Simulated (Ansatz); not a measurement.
## Computed properties of MgTe

MgTe:
```cif
data_MgTe
_chemical_formula_sum 'Mg1 Te1'
_space_group_name_H-M_alt 'Pm-3m'
_space_group_IT_number 221
_space_group_name_Hall '-P 4 2 3'
_cell_length_a 3.63443
_cell_length_b 3.63443
_cell_length_c 3.63443
_cell_angle_alpha 90.000
_cell_angle_beta 90.000
_cell_angle_gamma 90.000
loop_
_atom_site_label
_atom_site_type_symbol
_atom_site_symmetry_multiplicity
_atom_site_Wyckoff_symbol
_atom_site_fract_x
_atom_site_fract_y
_atom_site_fract_z
_atom_site_occupancy
Mg1 Mg 1 a 0.00000 0.00000 0.00000 1
Te1 Te 1 b 0.50000 0.50000 0.50000 1
```

Space group Pm-3m (No. 221), CsCl type; conventional cell a = 3.634 Å, b = 3.634 Å, c = 3.634 Å, α = 90.00°, β = 90.00°, γ = 90.00°.

Method: LDA in the plane-wave PAW code Ansatz. The cell and atoms are relaxed at this level. Other levels are named where they apply.

Cell and energy:

- Volume per atom = 24.00 Å³
- Density = 5.25 g/cm³
- Formation energy from the elements (no fitted shifts) = -0.38 eV/atom

Electronic structure:

* **Electronic character**: metallic (no gap)
* **Density of states at the Fermi level**: 0.56 states/eV per atom (mean over ±0.08 eV)

Mechanics:

* **Bulk modulus (Birch–Murnaghan fit)**: 52.1 GPa
* **Pressure derivative B′**: 3.9
* **Elastic constants (relaxed ions, GPa)**: C11 = 64.6, C12 = 45.2, C44 = -1.0
* **Mechanical stability**: marginal (the smallest eigenvalue of C is near zero)

Phonons:

* **Highest zone-centre frequency**: 2.45 THz
* **Zone-centre stability**: no imaginary mode at Γ
* **Dynamical stability on the path**: unstable, down to 163i cm⁻¹

A made-up cell: these elements were put on the sites of a structure type; neither database checked (COD, Materials Project) lists it. COD files the formula under space group No. 186, so this cell is another polymorph or a model. Whether it is the stable phase at ambient conditions was not checked. Symmetry was held in the LDA relaxation. As this level gives no gap, shear constants depend on the k-mesh and smearing (Fermi–Dirac, 0.1 eV here). As this level gives no gap, phonon frequencies hold no LO–TO term and depend on the k-mesh and smearing (Fermi–Dirac, 0.1 eV here). The references are the lowest solids computed at this level, not always the standard phases. Spin–orbit coupling is left out wherever it is not named.

Potentials: the later of the program's two PAW sets.
